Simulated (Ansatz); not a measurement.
Relaxed-ion elastic tensor of WO3 in space group Pnma (No. 62; W on 4c, O on 4c, O on 4c, O on 4c) in GPa (Voigt order), PBEsol in the plane-wave PAW code Ansatz; density 7.01 g/cm³, 13.74 Å³ per atom.

```
 5.4   6.5   6.4   0.0   0.0   0.0
 6.5   267  76.7   0.0   0.0   0.0
 6.4  76.7   289   0.0   0.0   0.0
 0.0   0.0   0.0  70.5   0.0   0.0
 0.0   0.0   0.0   0.0  18.0   0.0
 0.0   0.0   0.0   0.0   0.0  18.4
```

### Question
Is the crystal mechanically stable?

### Answer
Yes: the smallest eigenvalue of C is 5.2 GPa.

### Question
Work out the Voigt and Reuss bounds. Is their mean of use?

### Answer
K_V = 82.3, K_R = 5.4; G_V = 52.9, G_R = 12.4 GPa. The bounds lie so far apart that a Hill average or a Debye temperature from it would say little.

The start of the workflow was typed in or built on a structure type; the Crystallography Open Database files this formula in space group No. 62, but the cells were not matched. Its standing as an ambient phase is unchecked. The PBEsol relaxation kept the symmetry of its start; whether a distortion lowers the energy is not shown. The workflow began spin-polarised and lost its moments. No Hubbard U is applied. A crystal of weakly bound layers computed without a dispersion correction: the cell and the soft elastic constants depend strongly on that. Spin–orbit coupling is left out wherever it is not named.

Potentials: the later of the program's two PAW sets.
